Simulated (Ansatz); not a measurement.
A structure of PbS relaxed with PBEsol (plane waves to 420 eV, PAW, scalar-relativistic; Ansatz, a quantum-chemistry and plane-wave program); single points at other levels follow on the same geometry (Ansatz, PAW; PBEsol+SOC at 420 eV on a 10×10×10 k-mesh; spin-orbit coupling only where +SOC is written). Space group Fm-3m (No. 225).

```cif
data_Pb4S4
_chemical_formula_sum 'Pb4 S4'
_space_group_name_H-M_alt 'Fm-3m'
_space_group_IT_number 225
_space_group_name_Hall '-F 4 2 3'
_cell_length_a 5.90272
_cell_length_b 5.90272
_cell_length_c 5.90272
_cell_angle_alpha 90.000
_cell_angle_beta 90.000
_cell_angle_gamma 90.000
loop_
_atom_site_label
_atom_site_type_symbol
_atom_site_symmetry_multiplicity
_atom_site_Wyckoff_symbol
_atom_site_fract_x
_atom_site_fract_y
_atom_site_fract_z
_atom_site_occupancy
Pb1 Pb 4 a 0.00000 0.00000 0.00000 1
S1 S 4 b 0.50000 0.50000 0.50000 1
```
(The calculation used a cell of 2 atoms; values per cell refer to that cell.)

```tsv
level	gap (eV)	kind	conduction minimum
PBEsol	0.20	direct	L
PBEsol+SOC	___	___	___
```

**Question.** Some entries are withheld; supply them.

**Answer.** 
- PBEsol+SOC, gap (eV): 0.23
- PBEsol+SOC, kind: direct
- PBEsol+SOC, conduction minimum: L

The shift from spin-orbit coupling is approximate. No spin polarisation in the result.

The run could not lose the symmetry of its start.
